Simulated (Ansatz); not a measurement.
# Profile along the Ag–Ag line in Ag (fcc, Cu type)

Ag (fcc, Cu type), conventional cell a = b = c = 4.1052 Å, α = β = γ = 90.00°. The calculation uses the primitive cell of 1 atom, to which meshes and values per cell refer.

Fields along a shortest Ag–Ag line of a {100} plane (2.90 Å), from Ag to Ag, interpolated on the slice's grid (step about 0.1 Å). All values below come from r2SCAN (plane waves to 500 eV, PAW, scalar-relativistic; Ansatz, a quantum-chemistry and plane-wave program). k mesh 19×19×19. Inside the PAW spheres the values are not all-electron values, and peaks at nuclei hang on which shells count as valence. Ag was relaxed with its symmetry unable to fall.

| distance from Ag (Å) | valence electron density (e/Å³) | electron localisation function |
|---|---|---|
| 0.00 | 21.04 | x |
| 0.29 | 15.60 | x |
| 0.58 | 6.29 | 0.57 |
| 0.87 | 1.29 | 0.36 |
| 1.16 | 0.33 | 0.18 |
| 1.45 | 0.21 | 0.15 |
| 1.74 | 0.33 | 0.18 |
| 2.03 | 1.29 | 0.36 |
| 2.32 | 6.29 | 0.57 |
| 2.61 | 15.60 | x |
| 2.90 | 21.04 | x |

x: too close to a nucleus for the ELF to mean much.

Density on the Ag–Ag line (2.90 Å) at its midpoint: 0.21 e/Å³. ELF at that point: 0.15.
